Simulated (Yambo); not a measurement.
BeSe (zinc blende, space group F-43m, No. 216), G0W0@PBE in Yambo with this input:

```
rim_cut
gw0
dyson
el_el_corr
HF_and_locXC
ppa
em1d
RandQpts= 1000000
RandGvec= 1 Ry
EXXRLvcs= 106 Ry
VXCRLvcs= 424 Ry
Chimod= "HARTREE"
% BndsRnXp
 11 | 156 |
%
NGsBlkXp= 15 Ry
% LongDrXp
 1.0 | 1.0 | 1.0 |
%
PPAPntXp= 27.2114 eV
% GbndRnge
 1 | 156 |
%
GTermKind= "BG"
DysSolver= "n"
ExtendOut
```

On a 4×4×4 mesh, with wavefunctions cut at 106 Ry, the gap (Γ → X) is 3.667 eV and the valence edge shifts by -0.845 eV.

**Question.** What happens with this change: 9 Ry block?

**Answer.** The gap falls by 0.042 eV, to 3.625 eV; the shift of the valence edge becomes -0.795 eV. Neither run is shown to be the converged limit.

Spin-orbit coupling is not included.

Geometry relaxed with PBEsol; primitive cell a = b = c = 3.6276 Å, α = β = γ = 60.00°.

A shift is the quasiparticle energy of the state minus its PBE energy.

The potentials are those of PseudoDojo's stringent table.
